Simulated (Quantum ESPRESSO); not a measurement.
Ag2S is modelled in the triclinic space group P1 (No. 1), Pearson symbol aP6. Lattice parameters: a = 4.2415 Å, b = 4.2635 Å, c = 7.6796 Å, α = 89.15°, β = 89.60°, γ = 68.38°. S1 on 1a sees 4 Ag at 2.424–2.515 Å and 1 Ag at 2.748 Å. S2 on 1a is surrounded by 4 Ag at 2.426–2.509 Å and 1 Ag at 2.774 Å. Ag1 on 1a is coordinated by 2 S at 2.438 Å (linear). Ag2 on 1a has 2 S at 2.507–2.509 Å and 1 S at 2.774 Å. Ag3 on 1a is coordinated by 2 S at 2.512–2.515 Å and 1 S at 2.748 Å. Ag4 on 1a sees 2 S at 2.424 Å (linear). (Neighbours: up to the widest gap in distance over summed covalent radii, below 1.35, at either atom; cation-cation contacts left out.)

The geometry is that of Materials Project entry mp-32884, symmetrised and not relaxed again.

**Question.** What does PBEsol (pw.x of Quantum ESPRESSO, ONCV potentials, no spin-orbit coupling) give for the electronic structure near the Fermi level?

**Answer.** The PBEsol gap is indirect, 1.23 eV, from Z to Γ; the smallest direct gap is 1.27 eV. Another valence extremum on the path lies within 0.02 eV, too close to call. Spin-orbit splittings are left out.

The structure is a Materials Project entry; no match was found in the copy of COD used, and its stability was not checked.
